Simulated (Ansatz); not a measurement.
AgCl:
```
CELL_PARAMETERS angstrom
      0.00000     2.80575     2.80575
      2.80575     0.00000     2.80575
      2.80575     2.80575     0.00000
ATOMIC_POSITIONS crystal
  Ag 0.50000 0.50000 0.50000
  Cl 0.00000 0.00000 0.00000
```

Relaxed with PBE. PBE in the plane-wave PAW code Ansatz gives a gap of 0.92 eV.

**Question.** What gap does HSE06 give on the same cell (Ansatz, PAW)?

**Answer.** 2.43 eV, 1.50 eV more. The hybrid was solved on a coarser mesh and at special points; its gap is the smallest among all of these.

| k | v1 PBE | c1 PBE | v1 HSE06 | c1 HSE06 |
|---|---|---|---|---|
| Γ | -2.17 | 0.92 | -2.07 | 2.43 |
| X | -1.80 | 2.43 | ___ | ___ |
| L | 0.00 | 4.33 | ___ | ___ |
| W | -1.10 | 4.15 | ___ | ___ |
| K | -0.98 | 3.61 | ___ | ___ |

**Question.** Top valence (v1) and lowest conduction level (c1) in eV from each method's valence maximum (which need not be a listed point): supply the withheld HSE06 values.

**Answer.** 
- L, v1 HSE06: 0.00
- L, c1 HSE06: 5.74
- X, v1 HSE06: -2.23
- X, c1 HSE06: 4.09
- W, v1 HSE06: -1.19
- W, c1 HSE06: 5.84
- K, v1 HSE06: -1.09
- K, c1 HSE06: 5.29

Cost on shared cores: the PBE run (SCF on a 9×9×9 mesh, then bands and DOS) around 8 core-seconds (rough), the HSE06 run (SCF on 6×6×6, then a few points) roughly 80 core-seconds; the tasks are unlike.

Space group Fm-3m (rock salt). Symmetry was held in the PBE relaxation; phonons on a q-mesh show no instability. The run is not spin-polarised. Spin–orbit coupling is left out wherever it is not named.

Potentials: the later of the program's two PAW sets.
